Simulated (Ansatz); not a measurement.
Relaxed-ion elastic tensor of Nb$_{3}$Sn (A15 (Cr3Si type), Pm-3n) in GPa (Voigt order), the program Ansatz at the PBE level (PAW); density 8.77 g/cm³, 18.81 Å³ per atom.

```csv
,1,2,3,4,5,6
1,252,118,118,0.0,0.0,0.0
2,118,252,118,0.0,0.0,0.0
3,118,118,252,0.0,0.0,0.0
4,0.0,0.0,0.0,28.0,0.0,0.0
5,0.0,0.0,0.0,0.0,28.0,0.0
6,0.0,0.0,0.0,0.0,0.0,28.0
```

Question: Is the crystal mechanically stable?

Answer: Yes: the smallest eigenvalue of C is 28.0 GPa.

Question: Work out the Voigt, Reuss and Hill averages.

Answer: K_V = 162, K_R = 162, K_H = 162; G_V = 43.7, G_R = 36.6, G_H = 40.1 GPa.

Question: Give Young's modulus, Poisson's ratio, Pugh's ratio and the universal anisotropy index.

Answer: E = 9KG/(3K + G) = 111 GPa; ν = 0.39; K/G = 4.05 (ductile by the Pugh limit of 1.75); A_U = 5G_V/G_R + K_V/K_R − 6 = 0.97.

Question: Estimate the sound speeds and the Debye temperature.

Answer: v_l = √((K + 4G/3)/ρ) = 4960 m/s, v_t = √(G/ρ) = 2140 m/s, mean 2420 m/s; Θ = (h/k)(3n/4πV)^(1/3) v_m = 271 K.

Question: Give the Zener ratio and Young's modulus along [100], [110] and [111].

Answer: A = 2C44/(C11 − C12) = 0.42; 1/E = S11 − 2(S11 − S12 − S44/2)Γ with Γ = 0, 1/4, 1/3 gives 177, 92.3, 79.6 GPa.

Question: Solve the Christoffel equation for the three sound speeds along [100], [110], [111].

Answer: Eigenvalues of C_ijkl n_j n_l equal ρv². In km/s, slowest first: [100] 1.79, 1.79, 5.36; [110] 1.79, 2.77, 4.93; [111] 2.48, 2.48, 4.77.

The PBE relaxation kept the symmetry of its start. No spin polarisation was allowed. As this level gives no gap, shear constants depend on the k-mesh and smearing (Fermi–Dirac, 0.1 eV here). Scalar-relativistic: spin–orbit coupling is off unless named, which matters more the heavier the elements.

Potentials: the later of the program's two PAW sets.
